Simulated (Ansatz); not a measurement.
Li:
```yaml
crystal:
  lattice:
    - [3.09149, 0.00000, 0.00000]
    - [-1.54575, 2.67731, 0.00000]
    - [0.00000, 0.00000, 10.13677]
  atoms:
    - { symbol: Li, position: [0.00000, 0.00000, 0.00000] }
    - { symbol: Li, position: [0.00000, 0.00000, 0.50000] }
    - { symbol: Li, position: [0.33333, 0.66667, 0.25000] }
    - { symbol: Li, position: [0.66667, 0.33333, 0.75000] }
```

Relaxed with r²SCAN. Special points in fractions of this cell's reciprocal vectors: Γ (0.000, 0.000, 0.000); M (0.500, 0.000, 0.000); K (0.333, 0.333, 0.000); A (0.000, 0.000, 0.500); L (0.500, 0.000, 0.500); H (0.333, 0.333, 0.500).

Question: List the band energies nearest the Fermi level at these points for plane-wave PAW r²SCAN (Ansatz code).

Answer: In eV from the Fermi level; about four levels below and three above (degenerate sets whole), none deeper than 8.9 eV; points with the same levels are listed once.

```tsv
k	below	above
Γ	-3.89 -2.68 -2.68 -0.01	2.96 8.39 8.39
M	-0.03	0.52 0.77 1.36
K	–	1.68 1.68 2.34
A	-3.58 -3.58 -1.23 -1.23	4.88 4.88 12.52 12.52
L	–	0.16 0.16 1.12 1.12
H	–	1.67 1.67 2.36 2.36
```

Space group P6_3/mmc (dhcp (α-La type)). The first step of the workflow began from a Materials Project structure, measured or hypothetical; the Crystallography Open Database files this formula in space group No. 194, but the cells were not matched. It is not the phase usual at ambient conditions (space group No. 229). The r²SCAN relaxation kept the symmetry of its start; whether a distortion lowers the energy is not shown.

Potentials: the later of the program's two PAW sets.
